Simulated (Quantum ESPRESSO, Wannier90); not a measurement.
## Wannier functions of TiFe (CsCl type)

```xyz
2
Lattice="2.9387 0.0000 0.0000 0.0000 2.9387 0.0000 0.0000 0.0000 2.9387" Properties=species:S:1:pos:R:3 pbc="T T T"
Ti     0.0000     0.0000     0.0000
Fe     1.4693     1.4693     1.4693
```

Materials Project entry mp-305; symmetrised, unrelaxed at this level. COD (Crystallography Open Database) has an entry of this formula and space group (matched by these alone). Level: PBEsol, no spin polarisation, no spin-orbit coupling; pw.x of Quantum ESPRESSO at 72 Ry with PseudoDojo potentials, 8×8×8 k-points, Wannier90. Density: 14×14×14 mesh, cold smearing 0.01 Ry. A non-magnetic state is assumed; magnetic ones were not tried.

A tight-binding model is made by disentanglement and projection with no localisation steps (num_iter = 0), so the 18 orbitals stay atom-like: hydrogen-like Ti: s;p;d; Fe: s;p;d, axes along x, y, z; frozen window up to 1.50 eV relative to the Fermi level. It follows pw.x to 5.3 meV rms for states up to 1.0 eV relative to the Fermi level. Matrix elements depend on this choice of orbitals and windows.

Q: Which pairs of orbitals on different sites are coupled most strongly? Give distance, modulus and how many such pairs a cell has.

A: 
| orbital | orbital | distance of the centres (Å) | modulus (eV) | pairs |
|---|---|---|---|---|
| Ti py | Ti py | 2.94 | 2.53 | 1 |
| Ti px | Ti px | 2.94 | 2.52 | 1 |
| Ti pz | Ti pz | 2.94 | 2.52 | 1 |
| Fe pz | Fe pz | 2.94 | 2.34 | 1 |
| Fe py | Fe py | 2.94 | 2.34 | 1 |
| Fe px | Fe px | 2.94 | 2.34 | 1 |
| Fe s | Ti s | 2.54 | 1.43 | 8 |
| Fe s | Ti px | 2.55 | 1.40 | 8 |
| Fe s | Ti pz | 2.55 | 1.40 | 8 |
| Fe s | Ti py | 2.55 | 1.40 | 8 |
| Fe px | Ti s | 2.55 | 1.40 | 8 |
| Fe py | Ti s | 2.55 | 1.40 | 8 |
| Fe pz | Ti s | 2.55 | 1.40 | 8 |
| Fe px | Ti pz | 2.54 | 1.28 | 8 |
| Fe py | Ti pz | 2.54 | 1.28 | 8 |
| Fe py | Ti px | 2.54 | 1.28 | 8 |
| Fe pz | Ti px | 2.54 | 1.28 | 8 |
| Fe pz | Ti py | 2.54 | 1.28 | 8 |
| Fe px | Ti py | 2.55 | 1.28 | 8 |
| Ti pz | Ti s | 2.94 | 1.00 | 2 |
| Ti px | Ti s | 2.94 | 1.00 | 2 |
| Ti py | Ti s | 2.94 | 1.00 | 2 |
| Ti dz2 | Ti pz | 2.94 | 0.94 | 2 |
| Fe pz | Ti pz | 2.54 | 0.85 | 8 |
| Fe pz | Fe s | 2.94 | 0.85 | 2 |
| Fe px | Ti px | 2.54 | 0.85 | 8 |
| Fe py | Fe s | 2.94 | 0.85 | 2 |
| Fe px | Fe s | 2.94 | 0.85 | 2 |
| Fe py | Ti py | 2.54 | 0.85 | 8 |
| Ti dx2-y2 | Ti py | 2.94 | 0.81 | 2 |
